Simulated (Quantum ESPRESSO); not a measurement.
Ga4P3N (made-up cell) (calculated)

All values are calculated (Quantum ESPRESSO 7.5). Calculation on a made-up crystal cell, not a measurement: periodic Kohn-Sham density functional theory in plane waves with PseudoDojo standard norm-conserving scalar-relativistic pseudopotentials, each functional with its own files (v0.5 for PBE, v0.4.1 for LDA and PBEsol), no spin polarisation, no spin-orbit coupling, atoms not relaxed, stress positive in tension, energies less a fixed whole-eV offset for each atom's element; levels are Kohn-Sham levels at fractions of this cell's reciprocal vectors, counted from the reference band (half the neutral cell's valence electrons, rounded up) at Gamma; error bars cover cutoff and k-mesh only, not smearing or the files; added strain carries the atoms with the cell, and shear is the tensor component; each bar is the largest change over components, and at least 0.002 eV, 0.002 eV per angstrom or 0.02 GPa; energies are for the whole cell, and the offsets were chosen from early runs and are not element reference energies.

Common to all runs: lattice type zincblende/diamond; functional pbe; cutoff 1143 eV; fermi dirac smearing 0.1 eV; scf tolerance 1e-07 eV; electrons removed 0; k mesh 6 x 6 x 6, shifted by half a step.

(1) 
```xyz
8
Lattice="5.5191 -0.0892 -0.0192 -0.0892 5.3230 -0.0926 -0.0192 -0.0926 5.5048" Properties=species:S:1:pos:R:3 formula=Ga4P3N free_energy_less_offsets=-1.446 smearing_term_minus_ts=-0.007125 scf_iterations=11 pressure=-2.897 stress_xx=4.536 stress_yy=0.7887 stress_zz=3.366 stress_yz=-2.803 stress_xz=0.1137 stress_xy=-1.638 fermi_level=0.2466 reference_band=36 error_bar_energy=0.0031 error_bar_stress=0.02 error_bar_force=0.002 error_bar_next_band_up=0.002 error_bar_fermi_level=0.03033 error_bars_from=tighter_rerun_of_a_related_cell
Ga     0.0100     0.0366     0.0027
Ga    -0.1817     2.6237     2.6892
Ga     2.7892    -0.0963     2.7395
Ga     2.8809     2.6924    -0.1771
N      1.3734     1.1891     1.4513
P      1.2500     3.8159     4.0775
P      4.0633     1.1698     4.1800
P      4.1219     3.8752     1.2900
```

Units: free_energy_less_offsets, smearing_term_minus_ts, fermi_level, error_bar_energy, error_bar_next_band_up, error_bar_fermi_level in eV; pressure, stress_xx, stress_yy, stress_zz, stress_yz, stress_xz, stress_xy, error_bar_stress in GPa; error_bar_force in eV/Å.

Atoms:
```
atoms element  atom site  atom energy offset (eV)
           Ga          1                    -2080
           Ga          2                    -2080
           Ga          3                    -2080
           Ga          4                    -2080
            N          5                     -283
            P          6                     -189
            P          7                     -189
            P          8                     -189
```

Forces:
```
site  x (eV/Å)  y (eV/Å)  z (eV/Å)
   1     1.939    0.7956     1.644
   2     1.889    -1.895   -0.4682
   3    -2.248    0.4592    -1.126
   4    -2.588   -0.3652     1.392
   5   -0.4269  -0.03618   -0.3627
   6    0.6403    0.6682   -0.1673
   7     1.079   -0.5438     -1.05
   8   -0.2834    0.9172     0.138
```

Levels:
```
level k point  next band up (eV)
        Gamma             0.1809
(1/2,1/2,1/2)           -0.02432
   (0.15,0,0)             0.6197
   (0,0.15,0)              0.587
   (0,0,0.15)             0.5836
```

(2) 
```xyz
8
Lattice="5.5191 -0.0892 -0.0192 -0.0892 5.3230 -0.0926 -0.0192 -0.0926 5.5048" Properties=species:S:1:pos:R:3 formula=Ga4P3N free_energy_less_offsets=-1.474 smearing_term_minus_ts=-0.006937 scf_iterations=11 pressure=-3.121 stress_xx=4.964 stress_yy=1.02 stress_zz=3.381 stress_yz=-2.718 stress_xz=-1.316 stress_xy=-0.8913 fermi_level=0.2009 reference_band=36 error_bar_energy=0.0031 error_bar_stress=0.02 error_bar_force=0.002 error_bar_next_band_up=0.002 error_bar_fermi_level=0.03033 error_bars_from=tighter_rerun_of_a_related_cell
Ga     0.0100     0.0366     0.0027
Ga    -0.1817     2.6237     2.6892
Ga     2.7892    -0.0963     2.7395
Ga     2.8809     2.6924    -0.1771
P      1.3734     1.1891     1.4513
N      1.2500     3.8159     4.0775
P      4.0633     1.1698     4.1800
P      4.1219     3.8752     1.2900
```

Units: free_energy_less_offsets, smearing_term_minus_ts, fermi_level, error_bar_energy, error_bar_next_band_up, error_bar_fermi_level in eV; pressure, stress_xx, stress_yy, stress_zz, stress_yz, stress_xz, stress_xy, error_bar_stress in GPa; error_bar_force in eV/Å.

Atoms:
```
atoms element  atom site  atom energy offset (eV)
           Ga          1                    -2080
           Ga          2                    -2080
           Ga          3                    -2080
           Ga          4                    -2080
            P          5                     -189
            N          6                     -283
            P          7                     -189
            P          8                     -189
```

Forces:
```
site  x (eV/Å)  y (eV/Å)  z (eV/Å)
   1     1.463     -1.52   -0.8586
   2     2.432   0.01864     1.531
   3    -1.441    -1.542    0.8875
   4    -3.643    0.8128    0.2437
   5    0.1692     1.484   -0.6154
   6    0.1595    0.3352   -0.1998
   7     1.121    -0.595    -1.121
   8   -0.2598     1.007    0.1325
```

Levels:
```
level k point  next band up (eV)
        Gamma            0.08336
(1/2,1/2,1/2)           -0.02922
   (0.15,0,0)             0.6015
   (0,0.15,0)              0.618
   (0,0,0.15)             0.5738
```

(3) 
```xyz
8
Lattice="5.5191 -0.0892 -0.0192 -0.0892 5.3230 -0.0926 -0.0192 -0.0926 5.5048" Properties=species:S:1:pos:R:3 formula=Ga4P3N free_energy_less_offsets=-2.171 smearing_term_minus_ts=-0.007877 scf_iterations=11 pressure=-4.612 stress_xx=5.467 stress_yy=3.431 stress_zz=4.937 stress_yz=-1.771 stress_xz=-2.5 stress_xy=-2.114 fermi_level=0.1732 reference_band=36 error_bar_energy=0.0031 error_bar_stress=0.02 error_bar_force=0.002 error_bar_next_band_up=0.002 error_bar_fermi_level=0.03033 error_bars_from=tighter_rerun_of_this_cell
Ga     0.0100     0.0366     0.0027
Ga    -0.1817     2.6237     2.6892
Ga     2.7892    -0.0963     2.7395
Ga     2.8809     2.6924    -0.1771
P      1.3734     1.1891     1.4513
P      1.2500     3.8159     4.0775
N      4.0633     1.1698     4.1800
P      4.1219     3.8752     1.2900
```

Units: free_energy_less_offsets, smearing_term_minus_ts, fermi_level, error_bar_energy, error_bar_next_band_up, error_bar_fermi_level in eV; pressure, stress_xx, stress_yy, stress_zz, stress_yz, stress_xz, stress_xy, error_bar_stress in GPa; error_bar_force in eV/Å.

Atoms:
```
atoms element  atom site  atom energy offset (eV)
           Ga          1                    -2080
           Ga          2                    -2080
           Ga          3                    -2080
           Ga          4                    -2080
            P          5                     -189
            P          6                     -189
            N          7                     -283
            P          8                     -189
```

Forces:
```
site  x (eV/Å)  y (eV/Å)  z (eV/Å)
   1   -0.7115    0.6388    -1.027
   2    0.2549    -2.063     1.203
   3    0.5693    0.4354     1.703
   4   -0.4333    -2.514   -0.6658
   5   0.08107     1.629   -0.6246
   6    0.5067    0.6969   -0.1654
   7  -0.02667    0.2386   -0.5526
   8   -0.2405    0.9385    0.1295
```

Levels:
```
level k point  next band up (eV)
        Gamma            0.08786
(1/2,1/2,1/2)            -0.0986
   (0.15,0,0)             0.6808
   (0,0.15,0)             0.6997
   (0,0,0.15)             0.6697
```
